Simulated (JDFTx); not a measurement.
An input for a modified build of JDFTx (ZnCu(100), soft-sphere model, water, 0.5 M KF; bohr, hartree) and the course of its log:

```
lattice \
  5.5190396333 0.0000000000 0.0000000000 \
  0.0000000000 5.5190396333 0.0000000000 \
  0.0000000000 0.0000000000 41.1960295168
coords-type Lattice
ion Cu 0.0000000000 0.0000000000 -0.0669850920 0
ion Cu 0.0000000000 0.0000000000 0.0669850920 0
ion Zn 0.5000000000 0.5000000000 -0.1350296752 0
ion Zn 0.5000000000 0.5000000000 0.0000000000 0
ion Zn 0.5000000000 0.5000000000 0.1350296752 0
ion-species pseudo/cu_pbe_v1.2.upf
ion-species pseudo/zn_pbe_v1.upf
elec-cutoff 20 100
elec-ex-corr gga-PBE
coulomb-interaction Slab 001
coulomb-truncation-embed 0 0 0
kpoint-folding 8 8 1
elec-smearing Fermi 0.01
elec-n-bands 62
target-mu -0.058431
electronic-scf nIterations 100 energyDiffThreshold 1e-07
fluid LinearPCM
pcm-variant SoftSphere
fluid-solvent H2O
fluid-cation K+ 0.5
fluid-anion F- 0.5
fluid-minimize nIterations 400 knormThreshold 1e-12
wavefunction read f1.wfns
elec-initial-eigenvals f1.eigenvals
elec-initial-fillings read f1.fillings
fluid-initial-state f1.fluidState
dump-name f1_u0.$VAR
dump End State Ecomponents EigStats BandEigs Forces ElecDensity IonicPositions Fillings Kpoints Dtot FluidDebug BoundCharge FluidDensity
```

```
[one cycle in 5 is shown, and the last three; fluid-solver lines are left out]
	FillingsUpdate:  mu: -0.058431000  nElectrons: 99.084408
SCF: Cycle:  0   G: -1090.434064006519748   dG: +6.272e-02   |Residual|: 6.161e-02   |deigs|: 1.189e-07
	FillingsUpdate:  mu: -0.058431000  nElectrons: 98.483589
SCF: Cycle:  5   G: -1090.501761757524719   dG: +4.019e-04   |Residual|: 2.256e-02   |deigs|: 4.142e-03
	FillingsUpdate:  mu: -0.058431000  nElectrons: 98.556527
SCF: Cycle: 10   G: -1090.492822479731558   dG: +1.534e-03   |Residual|: 1.085e-01   |deigs|: 4.899e-04
	FillingsUpdate:  mu: -0.058431000  nElectrons: 99.043393
SCF: Cycle: 15   G: -1090.509054508687541   dG: -1.131e-03   |Residual|: 2.339e-02   |deigs|: 1.731e-03
	FillingsUpdate:  mu: -0.058431000  nElectrons: 98.786820
SCF: Cycle: 20   G: -1090.505960922367876   dG: -1.981e-03   |Residual|: 9.405e-03   |deigs|: 3.062e-03
	FillingsUpdate:  mu: -0.058431000  nElectrons: 98.622944
SCF: Cycle: 25   G: -1090.502435410054886   dG: +2.440e-03   |Residual|: 1.055e-02   |deigs|: 3.478e-03
	FillingsUpdate:  mu: -0.058431000  nElectrons: 98.722364
SCF: Cycle: 30   G: -1090.504699616493326   dG: +1.226e-05   |Residual|: 4.637e-03   |deigs|: 5.260e-05
	FillingsUpdate:  mu: -0.058431000  nElectrons: 98.789757
SCF: Cycle: 35   G: -1090.506058873958864   dG: +8.586e-04   |Residual|: 4.508e-03   |deigs|: 3.059e-03
	FillingsUpdate:  mu: -0.058431000  nElectrons: 98.658499
SCF: Cycle: 40   G: -1090.503491755921004   dG: +1.674e-03   |Residual|: 5.897e-03   |deigs|: 2.529e-03
	FillingsUpdate:  mu: -0.058431000  nElectrons: 98.597808
SCF: Cycle: 45   G: -1090.502237783894543   dG: +1.788e-03   |Residual|: 7.445e-03   |deigs|: 2.564e-03
	FillingsUpdate:  mu: -0.058431000  nElectrons: 98.693082
SCF: Cycle: 50   G: -1090.504258213298044   dG: +2.416e-03   |Residual|: 4.504e-03   |deigs|: 5.604e-03
	FillingsUpdate:  mu: -0.058431000  nElectrons: 98.673607
SCF: Cycle: 55   G: -1090.503921500904198   dG: +4.730e-04   |Residual|: 4.580e-03   |deigs|: 7.286e-04
	FillingsUpdate:  mu: -0.058431000  nElectrons: 98.813150
SCF: Cycle: 60   G: -1090.506535258808753   dG: -3.576e-03   |Residual|: 5.544e-03   |deigs|: 6.940e-03
	FillingsUpdate:  mu: -0.058431000  nElectrons: 98.620176
SCF: Cycle: 65   G: -1090.502809986674038   dG: +3.363e-03   |Residual|: 6.068e-03   |deigs|: 5.078e-03
	FillingsUpdate:  mu: -0.058431000  nElectrons: 98.876610
SCF: Cycle: 70   G: -1090.506606766362211   dG: -8.536e-04   |Residual|: 5.563e-03   |deigs|: 1.638e-03
	FillingsUpdate:  mu: -0.058431000  nElectrons: 98.835917
SCF: Cycle: 75   G: -1090.506033246981588   dG: +7.689e-04   |Residual|: 5.446e-03   |deigs|: 1.377e-03
	FillingsUpdate:  mu: -0.058431000  nElectrons: 98.755778
SCF: Cycle: 80   G: -1090.504347645817461   dG: +5.110e-05   |Residual|: 9.618e-03   |deigs|: 6.984e-05
	FillingsUpdate:  mu: -0.058431000  nElectrons: 99.024875
SCF: Cycle: 85   G: -1090.509226066960082   dG: -1.697e-03   |Residual|: 5.838e-03   |deigs|: 3.204e-03
	FillingsUpdate:  mu: -0.058431000  nElectrons: 99.096023
SCF: Cycle: 90   G: -1090.510263642834843   dG: -1.121e-03   |Residual|: 5.774e-03   |deigs|: 2.105e-03
	FillingsUpdate:  mu: -0.058431000  nElectrons: 99.322636
SCF: Cycle: 95   G: -1090.513334787298618   dG: +6.618e-04   |Residual|: 7.491e-03   |deigs|: 7.140e-04
	FillingsUpdate:  mu: -0.058431000  nElectrons: 98.708526
SCF: Cycle: 97   G: -1090.504187293465748   dG: +8.690e-03   |Residual|: 6.617e-03   |deigs|: 1.258e-02
	FillingsUpdate:  mu: -0.058431000  nElectrons: 99.245667
SCF: Cycle: 98   G: -1090.511675319016149   dG: -7.488e-03   |Residual|: 8.054e-03   |deigs|: 1.167e-02
	FillingsUpdate:  mu: -0.058431000  nElectrons: 99.215234
SCF: Cycle: 99   G: -1090.511321492467687   dG: +3.538e-04   |Residual|: 7.429e-03   |deigs|: 6.227e-04
SCF: None of the convergence criteria satisfied after 100 iterations.
IonicMinimize: Iter:   0  G: -1090.511321492467687  |grad|_K:  0.000e+00
IonicMinimize: Converged (|grad|_K<1.000000e-04).
```

This run gave no converged result. The electronic loop ended without meeting its threshold, so the last energy, electron count and forces aren't results.
